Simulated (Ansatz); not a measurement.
Input:

Al3GaN4:
```
Al3GaN4
1.0
    3.12493     0.00000     0.00000
   -1.56247     2.70627     0.00000
    0.00000     0.00000    10.07324
Ga N Al
1 4 3
Direct
  0.33333   0.66667   0.00559
  0.33333   0.66667   0.20072
  0.66667   0.33333   0.44644
  0.33333   0.66667   0.69311
  0.66667   0.33333   0.93949
  0.66667   0.33333   0.25808
  0.33333   0.66667   0.50485
  0.66667   0.33333   0.75126
```

This is the r²SCAN-relaxed structure.

Problem. All from plane-wave PAW r²SCAN (Ansatz code), unless another level is named. Estimate the electron effective mass.

Solution. 0.28 mₑ (isotropic).

Problem. Predict the formation energy from the elements (no fitted shifts).

Solution. -1.37 eV/atom.

Problem. Give the valence-band maximum.

Solution. at Γ.

Space group P3m1. The start of the workflow was typed in or built on a structure type; neither database checked (COD, Materials Project) lists it. Its standing as an ambient phase is unchecked. The cell was relaxed with r²SCAN under the symmetry of its start; its stability against distortions is not shown here. The references are the lowest solids computed at this level, not always the standard phases (solids in place of the gases). Spin–orbit coupling is left out wherever it is not named.

Potentials: the earlier of the program's two PAW sets.

Edges and masses are those of Kohn–Sham bands, whose gap is no quasiparticle gap.
